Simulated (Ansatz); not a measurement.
HfGeO₃:
Space group P4mm (No. 99); a = 3.9959 Å, b = 3.9959 Å, c = 4.2459 Å, α = 90.00°, β = 90.00°, γ = 90.00°

```csv
atom,site,symmetry,x,y,z
Hf,1b,4mm,0.5000,0.5000,0.5691
Ge,1a,4mm,0.0000,0.0000,0.1900
O,2c,2mm.,0.0000,0.5000,0.4553
O,1b,4mm,0.5000,0.5000,0.0206
```

Relaxed at zero pressure with DFT-PBEsol in the program Ansatz with PAW potentials.

**Question.** The volume is raised by 6 % and shape and atoms relax at that volume. What pressure results, and how do the axes share the change?

**Answer.** -6.0 GPa; a 1.4 %, b 1.4 %, c 3.1 %; the energy rises by 17 meV/atom.

**Question.** Give the new structure.

**Answer.** 
Space group P4mm (No. 99); a = 4.052 Å, b = 4.052 Å, c = 4.378 Å, α = 90.00°, β = 90.00°, γ = 90.00°

| atom | site | symmetry | x | y | z |
|---|---|---|---|---|---|
| Hf | 1b | 4mm | 0.5000 | 0.5000 | 0.5688 |
| Ge | 1a | 4mm | 0.0000 | 0.0000 | 0.2031 |
| O | 2c | 2mm. | 0.0000 | 0.5000 | 0.4562 |
| O | 1b | 4mm | 0.5000 | 0.5000 | 0.0059 |

The phase is kept; no other phase was compared at this pressure.

The start of the workflow was typed in or built on a structure type; neither database checked (COD, Materials Project) lists it. Its standing as an ambient phase is unchecked. The PBEsol relaxation kept the symmetry of its start; whether a distortion lowers the energy is not shown. The run is not spin-polarised. Scalar-relativistic: spin–orbit coupling is off unless named, which matters more the heavier the elements.

Potentials: the later of the program's two PAW sets.
